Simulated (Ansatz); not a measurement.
Values for one crystal, relaxed and computed with plane-wave PAW PBEsol (Ansatz code); other levels are named.

```yaml
volume_per_atom: 7.17 Å³
band_gap: 2.82 eV (indirect)
mechanical_stability: stable (all eigenvalues of C positive)
HSE06 gap on the PBEsol cell: 3.75 eV
debye_temperature_from_the_elastic_constants: 1490 K
dynamical_stability_on_the_path: stable (no imaginary branch)
zone_centre_stability: no imaginary mode at Γ
```

Task: Which compound is it?
(A) AlBN2, chalcopyrite
(B) BAs, P6_222 (B on 3d, As on 3c)
(C) SiC, Pnma (Si on 4c, C on 4c)
(D) B4C, Cm (Pearson symbol mS30)

Result: D, B4C, Cm (Pearson symbol mS30)

The workflow started from a Materials Project entry (that database holds measured and hypothetical structures alike); the Crystallography Open Database copy checked does not list it. Whether it is the stable phase at ambient conditions was not checked. The cell was relaxed with PBEsol under the symmetry of its start.

Potentials: the later of the program's two PAW sets.
